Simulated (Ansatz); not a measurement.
The elements of this relaxed trial crystal are hidden behind letters.

```
lattice vectors (Å)
   6.8485    0.0000    0.0000
  -3.4242    5.9309    0.0000
   0.0000    0.0000    4.0088
fractional positions
X 0.0000 0.0000 0.0000
Z 0.3333 0.6667 0.5000
Z 0.6667 0.3333 0.5000
Q 0.3333 0.6667 0.0000
Q 0.0000 0.5000 0.5000
Q 0.5000 0.5000 0.5000
Q 0.5000 0.0000 0.5000
Q 0.6667 0.3333 0.0000
```

Method: DFT PBE, scalar-relativistic, plane waves, PAW in Ansatz 0.2.0. Plane waves to 420 eV, a 6×6×10 mesh through Γ for the 8-atom cell and 0.10 eV Gaussian smearing; no spin polarisation.

| Quantity | Value |
| --- | --- |
| Space group | P6/mmm (No. 191) |
| Conventional cell | a = 6.848 Å, c = 4.009 Å |
| Volume per atom | 20.35 Å³ |
| Density | 3.70 g/cm³ |
| Formation energy | −1.11 eV/atom |
| Gap on the 6×6×10 mesh of the 8-atom cell | 0 eV (a metal) |

Energies are uncorrected and count from the elements' standard states at the same level.

Q: X is an s-block element of period 4, Z is a p-block element of period 5 and Q is a p-block element of period 2. Which elements are they?

A: X = K, Z = Sb, Q = O, so the formula is KSb2O5. Density times volume gives a mean mass of 3.70 × 20.35/1.6605 = 45.3 u per atom, and this set has 45.3 u. K is surrounded by 18 O at 3.95–3.97 Å and 2 K at 4.01 Å; Sb is surrounded by 5 O at 1.98–2.00 Å; O on a site of symmetry -6m2 has 2 Sb at 2.00 Å, 6 O at 2.82 Å, 3 K at 3.95 Å and 5 O at 3.95–4.01 Å; 1 more site not described. Other sets within the hints have nearly the same mass, so mass alone doesn't settle it; this one was computed.

Spin–orbit coupling, which can matter for Sb, is left out. An odd number of electrons in the primitive cell allows no gap without spin; a larger cell or a magnetic state could open one. A structure relaxed within its symmetry needn't be a true minimum.
